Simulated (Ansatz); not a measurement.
**ZrSF6: relaxation (Ansatz)**

Run with:

```bash
ansatz run input.yaml --threads 2 --pin off --max-ram 3584MiB --backend cpu --events-out ev --progress --plain --runs-dir out
```

Input:

```yaml
crystal:
  lattice:
    - [0.0, 4.181592, 4.181592]
    - [4.181592, 0.0, 4.181592]
    - [4.181592, 4.181592, 0.0]
  atoms:
    - { symbol: F, position: [0.24575, 0.75425, 0.24575] }
    - { symbol: F, position: [0.24575, 0.75425, 0.75425] }
    - { symbol: F, position: [0.75425, 0.24575, 0.75425] }
    - { symbol: F, position: [0.75425, 0.24575, 0.24575] }
    - { symbol: F, position: [0.24575, 0.24575, 0.75425] }
    - { symbol: F, position: [0.75425, 0.75425, 0.24575] }
    - { symbol: Zr, position: [0.0, 0.0, 0.0] }
    - { symbol: S, position: [0.5, 0.5, 0.5] }
  symmetry: { tolerance: 0.0003 }
kpoints:
  mp_grid: { grid: [7, 7, 7], shift: [0, 0, 0] }
magnetization:
  spin_polarized: false
scf:
  occupations: { method: fermi_dirac, width: 0.0325 }
  lower_state_search: "off"
hamiltonian:
  pseudopotentials: { kind: paw }
  xc: r2scan
basis:
  ecutwfc: 500
  fft_grid_basis: typed
relax:
  max_steps: 80
  cell: { p_target: 0.0 }
output:
  forces: true
  stress: true
  eigenvalues: true
  bader: true
  populations: true
  elf: true
  write_potential: true
  volumetric_format: npy
  dos:
    e_range: [-12, 8]
    de: 0.05
    projected: { site_lists: { F: [F], S: [S], Zr: [Zr] } }
checkpoint:
  read: saved_state
```

Origin of the cell: a known structure type with other elements, at an estimated volume, so it need not be a known compound.

The saved state is a converged single point of the same cell.

Steps («new basis» is an SCF on plane waves selected anew at the same cell):

```
step  ΔF (meV/atom)  max force component (eV/Å)  P (GPa)  volume (Å³)  SCF iterations   step was
   1            0.0                       1.271    -0.05       146.24               7   accepted
   2          -26.9                       0.295     1.28       147.30               8   accepted
   3          -31.0                       0.018     0.09       151.29               7   accepted
   4          -31.0                       0.001     0.01       151.57               7   accepted
   5          -31.4                       0.001    -0.01       151.57               8  new basis
```

Step 1, with forces in eV/Å:

```xyz
8
Lattice="0.000 4.182 4.182 4.182 0.000 4.182 4.182 4.182 0.000" Properties=species:S:1:pos:R:3:forces:R:3 pbc="T T T" step=1
F     4.182    2.055    4.182    0.000   -1.271    0.000
F     6.308    4.182    4.182    1.271    0.000    0.000
F     4.182    6.308    4.182    0.000    1.271    0.000
F     2.055    4.182    4.182   -1.271    0.000    0.000
F     4.182    4.182    2.055    0.000    0.000   -1.271
F     4.182    4.182    6.308    0.000    0.000    1.271
Zr    0.000    0.000    0.000    0.000    0.000    0.000
S     4.182    4.182    4.182    0.000    0.000    0.000
```

Step 2, with forces in eV/Å:

```xyz
8
Lattice="0.000 4.192 4.192 4.192 0.000 4.192 4.192 4.192 0.000" Properties=species:S:1:pos:R:3:forces:R:3 pbc="T T T" step=2
F     4.192    2.016    4.192    0.000   -0.295    0.000
F     6.368    4.192    4.192    0.295    0.000    0.000
F     4.192    6.368    4.192    0.000    0.295    0.000
F     2.016    4.192    4.192   -0.295    0.000    0.000
F     4.192    4.192    2.016    0.000    0.000   -0.295
F     4.192    4.192    6.368    0.000    0.000    0.295
Zr    0.000    0.000    0.000    0.000    0.000    0.000
S     4.192    4.192    4.192    0.000    0.000    0.000
```

Step 3, with forces in eV/Å:

```xyz
8
Lattice="0.000 4.229 4.229 4.229 0.000 4.229 4.229 4.229 0.000" Properties=species:S:1:pos:R:3:forces:R:3 pbc="T T T" step=3
F     4.229    2.013    4.229    0.000   -0.018    0.000
F     6.446    4.229    4.229    0.018    0.000    0.000
F     4.229    6.446    4.229    0.000    0.018    0.000
F     2.013    4.229    4.229   -0.018    0.000    0.000
F     4.229    4.229    2.013    0.000    0.000   -0.018
F     4.229    4.229    6.446    0.000    0.000    0.018
Zr    0.000    0.000    0.000    0.000    0.000    0.000
S     4.229    4.229    4.229    0.000    0.000    0.000
```

Step 5, with forces in eV/Å:

```xyz
8
Lattice="0.000 4.232 4.232 4.232 0.000 4.232 4.232 4.232 0.000" Properties=species:S:1:pos:R:3:forces:R:3 pbc="T T T" step=5
F     4.232    2.013    4.232    0.000   -0.001    0.000
F     6.451    4.232    4.232    0.001    0.000    0.000
F     4.232    6.451    4.232    0.000    0.001    0.000
F     2.013    4.232    4.232   -0.001    0.000    0.000
F     4.232    4.232    2.013    0.000    0.000   -0.001
F     4.232    4.232    6.451    0.000    0.000    0.001
Zr    0.000    0.000    0.000    0.000    0.000    0.000
S     4.232    4.232    4.232    0.000    0.000    0.000
```

* Free energy lowered by: 31.4 meV/atom
* Volume change: 3.65 %
* Final pressure: -0.01 GPa
* Relaxation steps listed: 5
* Gap on the mesh: none (metal)

Caveats: no moments, though an odd count or open d shells may carry them; the exchange-correlation potential is rough where the density is thin; the relaxation held the start's symmetry, so the end may be a saddle point.

It ran for 75 s on 2 threads of Arm Neoverse V1, with other jobs on the host, peak memory 0.89 GiB, from a saved density.
